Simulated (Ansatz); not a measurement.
Re, DFT, PBEsol, all-electron LAPW, scalar-relativistic (Ansatz 0.2.0), run on 1 thread of Intel(R) Xeon(R) Platinum 8375C CPU @ 2.90GHz (Ice Lake) on a shared host.

The cell is a database entry far from equilibrium at this level of theory, probably a faulty or high-pressure entry; it serves as a test geometry alone.

Command: `ansatz run input.yaml --threads 1 --pin off --max-ram 3072MiB --backend cpu --events-out ev --progress --plain --runs-dir out`

```yaml
crystal:
  lattice:
    - [2.6029010724, 0.0, 0.0]
    - [-1.3014505362, 2.2541784522, 0.0]
    - [0.0, 0.0, 4.162]
  atoms:
    - { symbol: Re, position: [0.3333333333, 0.6666666667, 0.25] }
    - { symbol: Re, position: [0.6666666667, 0.3333333333, 0.75] }
kpoints:
  mp_grid: { grid: [18, 18, 10] }
  band_path:
    path:
      - [0.0, 0.0, 0.0]
      - [0.5, 0.0, 0.0]
      - [0.3333333333, 0.3333333333, 0.0]
      - [0.0, 0.0, 0.0]
      - [0.0, 0.0, 0.5]
      - [0.5, 0.0, 0.5]
      - [0.3333333333, 0.3333333333, 0.5]
      - [0.0, 0.0, 0.5]
      - [0.5, 0.0, 0.5]
    npoints: 14
scf:
  occupations: { method: fermi_dirac, width: 0.05 }
hamiltonian:
  xc: pbesol
  pseudopotentials: { kind: all_electron, lapw: { basis_error: 0.00025 } }
output:
  forces: true
  stress: true
  eigenvalues: true
  populations: true
  dos: { projected: true, de: 0.2, e_range: [-14, 8] }
```

How large is the problem that the program sets up?

222 irreducible k-points, 403 plane waves at Γ, 54 bands.

About how long does it take, and how much memory does it use?

2.1 min of wall time for 8 SCF iterations, with a peak of 1.2 GiB. Times on shared machines scatter by tens of per cent.

And the same cell and mesh by frozen-core PAW, asked for forces, stress, eigenvalues, efg, populations, bader, dos, write_density, write_potential, elf and the same band path, on the same hardware?

26 s, peak memory 0.45 GiB.

And the same cell and mesh by crystal-made all-electron datasets, asked for forces, stress, eigenvalues, efg and the same band path, on the same hardware?

71 s, peak memory 1.3 GiB.
